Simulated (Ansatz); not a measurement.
According to r²SCAN in the plane-wave PAW code Ansatz, Si3Ge in the tetragonal phase (P-4m2; Si on 2g, Si on 1a, Ge on 1c) relaxes to a = 3.886 Å, c = 5.489 Å. Si on 2g has 4 nearest neighbours from 2.36 Å (tetrahedral); Si on 1a has 4 nearest neighbours from 2.36 Å (tetrahedral); Ge has 4 nearest neighbours from 2.39 Å (tetrahedral). Against the elements it lies at 0.008 eV/atom, with no fitted shifts.

It is gapped at this level: 0.56 eV (indirect). The valence maximum lies at Γ and the conduction minimum at M. The screened hybrid HSE06 puts the gap at 0.93 eV. Gap from r²SCAN with spin–orbit coupling: 0.52 eV. The electron mass is 0.19, 0.42, 0.42 mₑ (principal values).

An equation-of-state fit gives a bulk modulus of 906 kbar. The relaxed-ion elastic constants in GPa are C11 = 188, C12 = 28.4, C13 = 57.0, C33 = 158, C44 = 78.9, C66 = 50.8. The elastic constants imply a Debye temperature near 550 K. Bader charges are Si +0.04 to +0.17, Ge -0.38 e.

The start of the workflow was typed in or built on a structure type; neither database checked (COD, Materials Project) lists it. Its standing as an ambient phase is unchecked. Symmetry was held in the r²SCAN relaxation; whether a distortion lowers the energy is not shown. The references are the lowest solids computed at this level, not always the standard phases. Scalar-relativistic: spin–orbit coupling is off unless named, which matters more the heavier the elements.

Potentials: the later of the program's two PAW sets.
